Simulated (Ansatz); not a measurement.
Values for one crystal, relaxed and computed with r²SCAN in the plane-wave PAW code Ansatz; other levels are named.

- Volume per atom = 12.50 Å³
- Band gap = 3.32 eV (indirect)
- Conduction-band minimum = at Γ
- Smallest direct gap on the standard path = 3.39 eV
- Formation energy from the elements (no fitted shifts) = -2.61 eV/atom
- Valence-band maximum = off the standard path, at k = (-0.469, -0.010, 0.260)

Question: Which compound is it?
A) YSbO4, P-1 (Pearson symbol aP24)
B) NaCrS2O8, C2/m (Pearson symbol mS24)
C) K3NaS2O8, P-3m1 (Pearson symbol hP14)
D) GaSb, zinc blende

Answer: A, YSbO4, P-1 (Pearson symbol aP24)

The first step of the workflow began from a Materials Project structure, measured or hypothetical; the Crystallography Open Database copy checked does not list it. Entries of such low symmetry are often ordered models of mixed-site phases. Its standing as an ambient phase is unchecked. The cell was relaxed with r²SCAN under the symmetry of its start; its stability against distortions is not shown here. The run is not spin-polarised. The references are the lowest solids computed at this level, not always the standard phases (solids in place of the gases). Spin–orbit coupling is left out wherever it is not named.

Potentials: the later of the program's two PAW sets.
